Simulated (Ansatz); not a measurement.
# Cs4LiPb4O6: Coordination and ¹³³Cs quadrupole coupling

Cell: a computed structure from the Materials Project (it need not be an observed phase).

Space group C2 (No. 5); a = 13.1467, b = 9.2922, c = 8.8839 Å, β = 129.81°.

| site | Wyckoff | site symmetry | x | y | z |
| --- | --- | --- | --- | --- | --- |
| Cs1 | 4c | 1 | 0.7118 | 0.2531 | 0.7027 |
| Cs2 | 4c | 1 | 0.7399 | 0.7817 | 0.7427 |
| Li | 2a | 2 | 0.5000 | 0.7093 | 0.0000 |
| Pb6 | 4c | 1 | 0.9724 | 0.0232 | 0.7194 |
| Pb7 | 4c | 1 | 0.5312 | 0.9992 | 0.2788 |
| O10 | 4c | 1 | 0.4882 | 0.7630 | 0.7841 |
| O12 | 2a | 2 | 0.5000 | 0.5029 | 0.0000 |
| O13 | 2b | 2 | 0.5000 | 0.0024 | 0.5000 |
| O14 | 4c | 1 | 0.7516 | 0.0100 | 0.4960 |

One atom of each set is listed; the run and its k-mesh use a cell of 15 atoms with edges of 8.05, 8.05, 8.88 Å.

All values are calculated (Ansatz; DFT, r2SCAN, plane waves and PAW, scalar-relativistic, 500 eV cutoff, Γ-centred 5×5×5 k-points, Fermi–Dirac smearing 0.05 eV), not measured.

Q(¹³³Cs) = -3.430 mb.

Q: Order the Cs environments from the weakest to the strongest quadrupole coupling.
A. Cs1: 1 Li at 2.95 Å, 6 O at 3.16–3.73 Å; also 1 Pb at 3.73 Å
B. Cs2: 6 O at 3.12–3.60 Å

A: B (0.350 MHz, η = 0.12), A (0.746 MHz, η = 0.85).

The largest force is 0.5 eV/Å, so the atoms aren't at the calculated equilibrium and relaxing them would move these values. With no gap above 0.1 eV, as in a metal, the gradients converge slowly in k; expect changes of a tenth or more on a denser mesh. Without spin–orbit coupling (the program notes it for Cs) the gradients can shift somewhat, as the gap is small.
